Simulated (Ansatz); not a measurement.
The end point of a relaxation of P. Space group Pm-3m (No. 221), simple cubic type. Method: r2SCAN (plane waves to 500 eV, PAW, scalar-relativistic; Ansatz, a quantum-chemistry and plane-wave program).

```cif
data_P
_chemical_formula_sum 'P1'
_space_group_name_H-M_alt 'P 1'
_space_group_IT_number 1
_cell_length_a 2.43635
_cell_length_b 2.43635
_cell_length_c 2.43635
_cell_angle_alpha 90.000
_cell_angle_beta 90.000
_cell_angle_gamma 90.000
loop_
_space_group_symop_operation_xyz
  'x, y, z'
loop_
_atom_site_label
_atom_site_type_symbol
_atom_site_fract_x
_atom_site_fract_y
_atom_site_fract_z
_atom_site_occupancy
P1 P 0.00000 0.00000 0.00000 1
```

- Volume per atom = 14.46 Å³
- Band gap = no gap (metallic)
- Shortest distances = P–P 2.44 Å
- k-mesh = 19×19×19

No spin polarisation in the result. The relaxed primitive cell holds an odd number of electrons. A magnetic state may lie lower.

The run could not lose the symmetry of its start.

The relaxed structure has the type that P is known to take under pressure; here it was relaxed at zero pressure, from a generated start.
